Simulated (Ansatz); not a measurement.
YN (rock salt, space group No. 225), DFT-PBE in the program Ansatz with PAW potentials. The conduction-band minimum lies at X, with 3 equivalent valleys. Second derivatives d²E/dk² of the lowest band at one valley (eV·Å²), along Cartesian directions:

| direction | d²E/dk² |
|---|---|
| [100] | 5.901 |
| [010] | 69.14 |
| [001] | 69.14 |
| [110] | 37.57 |
| [101] | 37.57 |
| [011] | 69.10 |

Problem. Find the principal effective masses, the density-of-states mass and the conductivity mass.

Solution. Off-diagonal terms follow from H_xy = H[110] − (H_xx + H_yy)/2, and m*/mₑ = 7.620 eV·Å² over each eigenvalue: 0.11, 0.11, 1.3. One valley's DOS mass (m₁m₂m₃)^(1/3) = 0.25, conductivity mass 3/(Σ 1/mᵢ) = 0.16 mₑ.

Problem. What effective density of states Nc follows at 300 K for parabolic valleys?

Solution. Nc = 2.509e19 × 3 × (0.25)^(3/2) ≈ 9.4e18 cm⁻³.

Space group Fm-3m (rock salt). The PBE relaxation kept the symmetry of its start. No spin polarisation was allowed. Scalar-relativistic: spin–orbit coupling is off unless named, which matters more the heavier the elements.

Potentials: the later of the program's two PAW sets.

Edges and masses are those of Kohn–Sham bands, whose gap is no quasiparticle gap.
